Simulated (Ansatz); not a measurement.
HgSe (zinc blende)

```
HgSe
1.0
    0.00000     3.12999     3.12999
    3.12999     0.00000     3.12999
    3.12999     3.12999     0.00000
Se Hg
1 1
Direct
  0.75000   0.75000   0.75000
  0.00000   0.00000   0.00000
```

Grid over V/V₀ and (c/a)/(c/a)₀, subscript 0 meaning the relaxed cell; the conventional c axis lies along z; no internal relaxation.

Calculation: PBE (plane waves to 420 eV, PAW, scalar-relativistic; Ansatz, an electronic-structure program). k mesh 13×13×13 (Γ-centred), Fermi-Dirac smearing 0.05 eV. Compression counts positive. With partly filled bands, the response to shear is sensitive to the k mesh, so small differences along c/a are uncertain. At this level the bands of HgSe touch or barely overlap. HgSe was relaxed with its symmetry unable to fall. Spin-orbit coupling is left out, though Hg is heavy. The relaxed volume of HgSe is well above the measured one; the method has no dispersion term.

At one point of the scan the stress tensor (GPa) is:

```
    1.1      0.0      0.0
    0.0      1.1      0.0
    0.0      0.0      0.2
```

Problem. Which point is it?
(A) V/V₀ = 0.980, (c/a)/(c/a)₀ = 1.060
(B) V/V₀ = 0.960, (c/a)/(c/a)₀ = 0.940
(C) V/V₀ = 0.980, (c/a)/(c/a)₀ = 0.880
(D) V/V₀ = 0.960, (c/a)/(c/a)₀ = 1.060

Solution. A, V/V₀ = 0.980, (c/a)/(c/a)₀ = 1.060

(A scan under strain: stresses follow from slopes of the energy per volume, elastic moduli from its curvatures.)
